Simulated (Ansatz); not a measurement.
Ni3Sn:
```yaml
crystal:
  lattice:
    - [0.00000, 2.92325, 2.92325]
    - [2.92325, 0.00000, 2.92325]
    - [2.92325, 2.92325, 0.00000]
  atoms:
    - { symbol: Ni, position: [0.50000, 0.50000, 0.50000] }
    - { symbol: Sn, position: [0.00000, 0.00000, 0.00000] }
    - { symbol: Ni, position: [0.25000, 0.25000, 0.25000] }
    - { symbol: Ni, position: [0.75000, 0.75000, 0.75000] }
```

Relaxed with PBEsol.

Q: Map the electron localisation function on the plane through (0.500, 0.500, 0.500) spanned by u = [1, 0, 0] and v = [-1, 1, 1] in lattice vectors, from PBEsol (plane waves, PAW; program Ansatz).

A: x is the fraction of u, y of v (the angle between them is 90°; rows are the nearest grid lines); atoms in the plane: Ni at (0.00, 0.00), Sn at (0.00, 0.50), Ni at (0.50, 0.75), Ni at (0.50, 0.25).
```
y \ x   0.000  0.0952  0.190  0.286  0.381  0.476  0.524  0.619  0.714  0.810  0.905   1.00
------  -----  ------  -----  -----  -----  -----  -----  -----  -----  -----  -----  -----
1.00    0.729   0.449  0.204  0.201  0.274  0.263  0.263  0.274  0.201  0.204  0.449  0.729
0.931   0.453   0.315  0.176  0.240  0.200  0.168  0.168  0.200  0.240  0.176  0.315  0.453
0.862   0.223   0.179  0.207  0.206  0.199  0.275  0.275  0.199  0.206  0.207  0.179  0.223
0.759   0.282   0.298  0.261  0.181  0.368  0.697  0.698  0.368  0.181  0.261  0.298  0.282
0.690   0.264   0.287  0.324  0.192  0.295  0.477  0.476  0.296  0.192  0.324  0.287  0.264
0.621   0.201   0.257  0.289  0.276  0.188  0.227  0.227  0.188  0.277  0.289  0.257  0.201
0.552   0.004   0.053  0.270  0.318  0.265  0.191  0.191  0.266  0.317  0.270  0.052  0.004
0.448   0.004   0.052  0.270  0.317  0.266  0.191  0.191  0.265  0.318  0.270  0.053  0.004
0.379   0.201   0.257  0.289  0.277  0.188  0.227  0.227  0.188  0.276  0.289  0.257  0.201
0.310   0.264   0.287  0.324  0.192  0.296  0.476  0.477  0.295  0.192  0.324  0.287  0.264
0.241   0.282   0.298  0.261  0.181  0.368  0.698  0.697  0.368  0.181  0.261  0.298  0.282
0.138   0.223   0.179  0.207  0.206  0.199  0.275  0.275  0.199  0.206  0.207  0.179  0.223
0.0690  0.453   0.315  0.176  0.240  0.200  0.168  0.168  0.200  0.240  0.176  0.315  0.453
0.000   0.729   0.449  0.204  0.201  0.274  0.263  0.263  0.274  0.201  0.204  0.449  0.729
```

The density is the valence pseudo-density with augmentation charge, so density and ELF within about 1 Å of a nucleus are not all-electron values.

Space group Fm-3m. The workflow started from an entry of the Crystallography Open Database (COD), which files this formula under 3 space groups. Its standing as an ambient phase is unchecked. The PBEsol relaxation kept the symmetry of its start. At this level the phase is mechanically unstable. The workflow began spin-polarised and lost its moments. Spin–orbit coupling is left out wherever it is not named.

Potentials: the later of the program's two PAW sets.
